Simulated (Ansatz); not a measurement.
## HfC: the functional and the phonons

HfC in the rock-salt structure, in a typed cell, not relaxed.

```
Hf C
1.0
     0.00000    2.32500    2.32500
     2.32500    0.00000    2.32500
     2.32500    2.32500    0.00000
Hf C
1 1
Direct
  0.00000 0.00000 0.00000
  0.50000 0.50000 0.50000
```

DFT in Ansatz; PBE; all-electron PAW datasets (no frozen core) at 460 eV; k mesh 8×8×8; Fermi–Dirac smearing of 0.1 eV; no spin. Harmonic phonons by finite displacements in cells commensurate with each q, frequencies in cm⁻¹, imaginary ones marked i; at Γ the three translations are left out and no LO–TO term is added.

Caveats: coarse k mesh.

At 12.57 Å³ an atom it gives top Γ mode (cm⁻¹) 444; lowest mode at X = [0.5, 0, 0.5] (cm⁻¹) 152; top mode at X = [0.5, 0, 0.5] (cm⁻¹) 566.

Task: Repeat with r2SCAN in the same cell, on the same kind of potentials and mesh. What changes?

Result: 
```
             functional  cutoff (eV)  volume (Å³/atom)  top Γ mode (cm⁻¹)  lowest mode at X = [0.5, 0, 0.5] (cm⁻¹)  top mode at X = [0.5, 0, 0.5] (cm⁻¹)
r2SCAN in the same cell          520             12.57                435                                      153                                   579
```
